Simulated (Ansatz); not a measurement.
Relaxed-ion elastic tensor of Si$_{2}$Ni (fluorite or antifluorite type, Fm-3m) in GPa (Voigt order), DFT-PBEsol in the program Ansatz with PAW potentials; density 4.88 g/cm³, 13.04 Å³ per atom.

```
 199   141   141   0.0   0.0   0.0
 141   199   141   0.0   0.0   0.0
 141   141   199   0.0   0.0   0.0
 0.0   0.0   0.0  80.0   0.0   0.0
 0.0   0.0   0.0   0.0  80.0   0.0
 0.0   0.0   0.0   0.0   0.0  80.0
```

Task: Is the crystal mechanically stable?

Result: Yes: the smallest eigenvalue of C is 58.0 GPa.

Task: Work out the Voigt, Reuss and Hill averages.

Result: K_V = 160, K_R = 160, K_H = 160; G_V = 59.6, G_R = 47.0, G_H = 53.3 GPa.

Task: Give Young's modulus, Poisson's ratio, Pugh's ratio and the universal anisotropy index.

Result: E = 9KG/(3K + G) = 144 GPa; ν = 0.35; K/G = 3.00 (ductile by the Pugh limit of 1.75); A_U = 5G_V/G_R + K_V/K_R − 6 = 1.34.

Task: Estimate the sound speeds and the Debye temperature.

Result: v_l = √((K + 4G/3)/ρ) = 6880 m/s, v_t = √(G/ρ) = 3310 m/s, mean 3720 m/s; Θ = (h/k)(3n/4πV)^(1/3) v_m = 470 K.

Task: Give the Zener ratio and Young's modulus along [100], [110] and [111].

Result: A = 2C44/(C11 − C12) = 2.76; 1/E = S11 − 2(S11 − S12 − S44/2)Γ with Γ = 0, 1/4, 1/3 gives 82.1, 149, 206 GPa.

The cell was relaxed with PBEsol under the symmetry of its start. No spin polarisation was allowed. As this level gives no gap, shear constants depend on the k-mesh and smearing (Fermi–Dirac, 0.1 eV here).

Potentials: the earlier of the program's two PAW sets. The files were generated under PBE; for other functionals the program regenerates the frozen cores, and for LDA and PBEsol the local potential too.
